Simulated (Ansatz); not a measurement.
In LDA (plane waves, PAW; program Ansatz), BaZrS$_{3}$ in the orthorhombic phase (Pnma; Ba on 4c, Zr on 4a, S on 4c, S on 8d) relaxes to a = 7.026 Å, b = 9.835 Å, c = 6.854 Å. Zr has 6 nearest neighbours from 2.50 Å (octahedral). Against the elements it lies at -1.95 eV/atom, with no fitted shifts.

It is gapped at this level: 0.85 eV (direct). The valence maximum lies at Γ and the conduction minimum at Γ. The electron mass is 0.19, 0.32, 0.32 mₑ (principal values).

The bulk modulus is 80.4 GPa. The elastic constants imply a Debye temperature near 326 K. Without the LO–TO term the highest mode at Γ lies at 427 cm⁻¹.

Symmetry was held in the LDA relaxation. No spin polarisation was allowed. The references are the lowest solids computed at this level, not always the standard phases. Scalar-relativistic: spin–orbit coupling is off unless named, which matters more the heavier the elements.

Potentials: the later of the program's two PAW sets.
